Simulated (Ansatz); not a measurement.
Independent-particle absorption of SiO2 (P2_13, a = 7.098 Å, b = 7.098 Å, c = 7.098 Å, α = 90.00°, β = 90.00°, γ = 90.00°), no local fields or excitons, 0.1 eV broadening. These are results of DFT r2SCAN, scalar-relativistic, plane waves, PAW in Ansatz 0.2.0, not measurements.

Settings: cutoff 500 eV, Γ-centred mesh 4×4×4 on the computed 24-atom cell, Gaussian smearing of 0.02 eV; no spin polarisation. The spectrum is summed on a 6×6×6 mesh.

```xyz
24
Lattice="7.0979 0.0000 0.0000 0.0000 7.0979 0.0000 0.0000 0.0000 7.0979" Properties=species:S:1:pos:R:3 pbc="T T T"
Si    2.0016    2.0016    2.0016
Si    1.5474    5.0964    5.5505
Si    5.5505    1.5474    5.0964
Si    5.0964    5.5505    1.5474
Si    7.2489    7.2489    7.2489
Si    3.3980   -0.1510    3.7000
Si    3.7000    3.3980   -0.1510
Si   -0.1510    3.7000    3.3980
O     1.0753    1.0753    1.0753
O     2.4736    6.0226    4.6243
O     4.6243    2.4736    6.0226
O     6.0226    4.6243    2.4736
O     4.5373    4.7022    0.2960
O     6.1096    2.3957    3.8450
O     0.9884    5.9447    6.8019
O     2.5606    1.1533    3.2530
O     0.2960    4.5373    4.7022
O     3.8450    6.1096    2.3957
O     6.8019    0.9884    5.9447
O     3.2530    2.5606    1.1533
O     4.7022    0.2960    4.5373
O     2.3957    3.8450    6.1096
O     5.9447    6.8019    0.9884
O     1.1533    3.2530    2.5606
```

(photon energy (eV), ε2,zz): (0.0, 0.00), (0.4, 0.00), (0.8, 0.00), (1.2, 0.00), (1.6, 0.00), (2.0, 0.00), (2.4, 0.00), (2.8, 0.00), (3.2, 0.00), (3.6, 0.00), (4.0, 0.00), (4.4, 0.00), (4.8, 0.00), (5.2, 0.00), (5.6, 0.00), (6.0, 0.00), (6.4, 0.00), (6.8, 0.00), (7.2, 0.01), (7.6, 0.02), (8.0, 0.05), (8.4, 0.40), (8.8, 0.59), (9.2, 0.77), (9.6, 1.00), (10.0, 1.31), (10.4, 2.00), (10.8, 2.71), (11.2, 2.61), (11.6, 1.99), (12.0, 2.03), (12.4, 2.28), (12.8, 2.16), (13.2, 1.76), (13.6, 1.43), (14.0, 1.35)

The strongest peak lies near 11.0 eV. ε∞ (xx, yy, zz) = 2.2, 2.2, 2.2.

This form isn't the usual stable structure of the compound.

Cost: 1 run of about 25 core-minutes, on Intel Xeon Platinum 8259CL (Skylake/Cascade Lake) (shared hosts).